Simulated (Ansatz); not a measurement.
The elements of this relaxed trial crystal are hidden behind letters.

```
lattice vectors (Å)
   4.4409    0.0000    0.0000
   0.0000    4.4409    0.0000
   0.0000    0.0000   12.6148
fractional positions
X 0.0000 0.0000 0.7596
X 0.5000 0.5000 0.0000
X 0.0000 0.0000 0.2404
Z 0.5000 0.5000 0.5000
Q 0.5000 0.0000 0.8798
Q 0.0000 0.5000 0.1202
Q 0.5000 0.0000 0.3599
Q 0.0000 0.5000 0.6401
```

Method: Ansatz 0.2.0, DFT PBE, scalar-relativistic, plane waves, PAW. The final run on the 8-atom cell used 420 eV, a Γ-centred 6×6×2 mesh, 0.02 eV smearing and no spin polarisation.

- Space group: P-4m2 (No. 115)
- Conventional cell: a = 4.441 Å, c = 12.615 Å
- Volume per atom: 31.10 Å³
- Density: 5.47 g/cm³
- Energy over the elements: −0.458 eV/atom
- Gap on the 6×6×2 mesh of the 8-atom cell: 0.88 eV

Energies are uncorrected and count from the elements' standard states at the same level.

Question: X is a d-block element of period 4, Z is a d-block element of period 5 and Q is a p-block element of period 5. Which elements are they?

Answer: X = Zn, Z = Cd, Q = Te, so the formula is Zn3CdTe4. Density times volume gives a mean mass of 5.47 × 31.10/1.6605 = 102.4 u per atom, and this set has 102.4 u. Among the elements that the hints allow, noble gases aside, only these give it. Zn on a site of symmetry 2mm has 4 Te at 2.68–2.69 Å; Cd has 4 Te at 2.84 Å; around Te on its first site lie 4 Zn at 2.69 Å; 2 more sites not described.

These runs have no spin–orbit coupling, which can matter for Te. Kohn–Sham gaps at this level usually fall short of measured ones. The missing spin–orbit coupling can work the other way here. A later test with randomly moved atoms came back to the same energy, though modes that don't fit the test's cell weren't probed.
